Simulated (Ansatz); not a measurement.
## HfH$_{3}$: how the energy converges with the cutoff

HfH$_{3}$, P1, a = 3.739 Å, b = 3.734 Å, c = 3.772 Å, α, β, γ = 132.1°, 131.8°, 69.9°. Ansatz: PBEsol, PAW, cutoff varied, Γ-centred 10×10×12 mesh on 4 atoms, Gaussian smearing 0.10 eV; no spin polarisation. Single points at one geometry with displaced atoms, the cutoff alone changed; ΔE is the energy at zero smearing over the run at 600 eV. The runs up to 350 eV lie under the cutoff recommended for these PAW datasets.

```
cutoff (eV)  ΔE (meV/atom)
        200        1536.78
        250         283.52
        300          40.75
        350              ?
        420           1.53
```

Problem. Assume ΔE falls exponentially with the cutoff, fit y = ln ΔE against x, the cutoff in eV, to the other rows, and predict the missing value.

Solution. y = 7.337, 5.647, 3.707, 0.425. Means x = 292.5, y = 4.2790; Σ(Δx)² = 26675, ΣΔxΔy = -836.7; the slope is their ratio. y = 13.45 − 0.03137 x, a factor of ten per 73 eV. At 350 eV this gives ΔE = 11.83 meV/atom. The run gave 8.40, a ratio of 1.41. Between neighbouring rows the decay runs from a factor of ten per 59 eV to one per 95 eV, so one exponential is only a rough guide.